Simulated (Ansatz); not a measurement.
The elements of this relaxed trial crystal are hidden behind letters.

```
lattice vectors (Å)
   4.0191    0.0000    0.0000
   0.0000    4.0192    5.6854
   0.0000   -4.0192    5.6854
fractional positions
X 0.0000 0.5077 0.9970
X 0.5000 0.9953 0.9953
X 0.5000 0.5003 0.5003
X 0.0000 0.9970 0.5077
Z 0.0000 0.8750 0.8750
Q 0.5000 0.3748 0.8752
Q 0.0000 0.3748 0.3748
Q 0.5000 0.8752 0.3748
```

All numbers below come from Ansatz, DFT PBE, scalar-relativistic, plane waves, PAW. Settings of the last relaxation (8-atom cell): 420 eV, 10×6×6 k points, Gaussian smearing of 0.02 eV, no spin polarisation.

- Space group: Amm2 (No. 38)
- Conventional cell: a = 4.019 Å, b = 8.038 Å, c = 11.371 Å
- Volume per atom: 22.96 Å³
- Density: 4.83 g/cm³
- Energy over the elements: −0.365 eV/atom
- Gap on the 10×6×6 mesh of the 8-atom cell: 0.44 eV

Energies are uncorrected and count from the elements' standard states at the same level.

Problem. X is a p-block element of period 4, Z is a p-block element of period 3 and Q is a p-block element of period 4. Which elements are they?

Solution. X = Ga, Z = P, Q = As, so the formula is Ga4As3P. Density times volume gives a mean mass of 4.83 × 22.96/1.6605 = 66.8 u per atom, and this set has 66.8 u. Around Ga on a site of symmetry m lie 1 P at 2.41 Å and 3 As at 2.48 Å; around P lie 4 Ga at 2.41–2.43 Å; around As on a site of symmetry m lie 4 Ga at 2.46–2.49 Å; 3 more sites not described. Other sets within the hints have nearly the same mass, so mass alone doesn't settle it; this one was computed.

Kohn–Sham gaps at this level usually fall short of measured ones. A structure relaxed within its symmetry needn't be a true minimum.
